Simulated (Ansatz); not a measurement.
Te$_{2}$Mo:
```yaml
crystal:
  lattice:
    - [3.49665, 0.00000, 0.00000]
    - [-1.74832, 3.02819, 0.00000]
    - [0.00000, 0.00000, 13.70165]
  atoms:
    - { symbol: Te, position: [0.33333, 0.66667, 0.61738] }
    - { symbol: Te, position: [0.66667, 0.33333, 0.38262] }
    - { symbol: Te, position: [0.66667, 0.33333, 0.11738] }
    - { symbol: Te, position: [0.33333, 0.66667, 0.88262] }
    - { symbol: Mo, position: [0.33333, 0.66667, 0.25000] }
    - { symbol: Mo, position: [0.66667, 0.33333, 0.75000] }
```

The program Ansatz at the PBE+D3(BJ) level (PAW) gives a gap of 0.60 eV without spin–orbit coupling, maximum at Γ, minimum on the K–Γ line, 41 % of the way from K.

Question: What happens when spin–orbit coupling is switched on?

Answer: The gap falls by 0.02 eV, to 0.58 eV; maximum at Γ, minimum on the K–Γ line, 41 % of the way from K.

Question: Give the electron effective mass with spin–orbit coupling.

Answer: 0.37, 0.42, 0.66 mₑ (principal values).

Question: Give the hole effective mass with spin–orbit coupling.

Answer: 1.1, 1.1, 3.6 mₑ (principal values).

Space group P6_3/mmc. The PBE+D3(BJ) relaxation kept the symmetry of its start. No spin polarisation was allowed.

Potentials: the earlier of the program's two PAW sets.
